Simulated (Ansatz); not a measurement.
C:
```xyz
8
Lattice="-2.2347 2.2347 2.2347 2.2347 -2.2347 2.2347 2.2347 2.2347 -2.2347" Properties=species:S:1:pos:R:3 pbc="T T T"
C     -0.4178     1.8168     0.4178
C     -0.4178     0.4178     2.6525
C      0.4178    -0.4178     1.8168
C      2.6525    -0.4178     0.4178
C      1.8168     0.4178    -0.4178
C      0.4178     2.6525    -0.4178
C      0.4178     0.4178     0.4178
C      1.8168     1.8168     1.8168
```

This is the r²SCAN-relaxed structure.

Problem. All from plane-wave PAW r²SCAN (Ansatz code), unless another level is named. Estimate the Debye temperature from the elastic constants.

Solution. 2230 K.

Problem. And the elastic constants (relaxed ions, GPa)?

Solution. C11 = 1140, C12 = 31.6, C44 = 524.

Space group Ia-3. The start of the workflow was typed in or built on a structure type; neither database checked (COD, Materials Project) lists it. It is not the phase usual at ambient conditions (space group No. 194, 227). Symmetry was held in the r²SCAN relaxation; whether a distortion lowers the energy is not shown.

Potentials: the earlier of the program's two PAW sets.
